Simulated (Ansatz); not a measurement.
# YTiSi: computed property card

YTiSi:
```xyz
6
Lattice="4.0170 0.0000 0.0000 0.0000 4.0170 0.0000 0.0000 0.0000 7.6976" Properties=species:S:1:pos:R:3 pbc="T T T"
Y      0.0000     2.0085     2.6895
Y      2.0085     0.0000     5.0081
Ti     0.0000     0.0000     0.0000
Ti     2.0085     2.0085     0.0000
Si     0.0000     2.0085     5.8980
Si     2.0085     0.0000     1.7996
```
The run is spin-polarised; directions of the spins, atom by atom: ↑ ↑ ↑ ↑ 0 0.

Space group P4/nmm (No. 129); conventional cell a = b = 4.017 Å, c = 7.698 Å, α = β = γ = 90.00°.

Method: the program Ansatz at the r²SCAN level (PAW). Geometry: relaxed at this level of theory. Other levels are named where they apply.

### Cell and energy

* **Volume per atom**: 20.70 Å³
* **Density**: 4.41 g/cm³
* **Formation energy from the elements (no fitted shifts)**: -0.75 eV/atom

### Electronic structure

- Electronic character: metallic (no gap)
- Density of states at the Fermi level: 0.56 states/eV per atom (mean over ±0.08 eV)

### Magnetism

- Magnetic order = ferromagnetic
- Net moment = 0.45 μB per atom

The workflow started from a Materials Project entry (that database holds measured and hypothetical structures alike); the Crystallography Open Database copy checked does not list it. Its standing as an ambient phase is unchecked. The cell was relaxed with r²SCAN under the symmetry of its start; whether a distortion lowers the energy is not shown. Spin order of the final state: ferromagnetic, chosen from 2 collinear starts compared on coarse meshes (ties went to the first, and starts can fall back to one state), not a proven ground state. Other orbital occupations within this spin state were not tried. Point labels and valley counts follow the cell and symmetry of the run, lower than the named group. The references are the lowest solids computed at this level, not always the standard phases. Spin–orbit coupling is left out wherever it is not named.

Potentials: the earlier of the program's two PAW sets. The files were generated under PBE; for other functionals the program regenerates the frozen cores, and for LDA and PBEsol the local potential too.
